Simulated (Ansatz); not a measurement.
Cu Kα1 powder pattern (kinematic, no thermal factors).
2θ (°) (relative intensity): 28.26 (2), 30.70 (7), 34.34 (5), 34.41 (100), 39.08 (2), 39.15 (37), 41.49 (11), 53.04 (5), 56.56 (11), 58.36 (15), 63.80 (5), 64.28 (1), 65.73 (1), 67.86 (2), 67.91 (23), 71.15 (5), 72.54 (7), 84.14 (3)

The pattern is computed from a structure relaxed with Ansatz 0.2.0, DFT PBE, scalar-relativistic, plane waves, PAW. No spin polarisation. Its elements are Al, Sc.

Question: Give the structure.

Answer: Sc$_{5}$Al.
Space group P4/mmm (No. 123). a = 3.252 Å, b = 3.252 Å, c = 13.047 Å, α = 90.00°, β = 90.00°, γ = 90.00°
```csv
atom,site,symmetry,x,y,z
Sc,2g,4mm,0.0000,0.0000,0.6434
Sc,2h,4mm,0.5000,0.5000,0.8224
Sc,1a,4/mmm,0.0000,0.0000,0.0000
Al,1d,4/mmm,0.5000,0.5000,0.5000
```

A pattern alone doesn't exclude other cells with like lines; this is the one computed.

It was reached by relaxing an invented guess, and it needn't be the stable form of this composition.
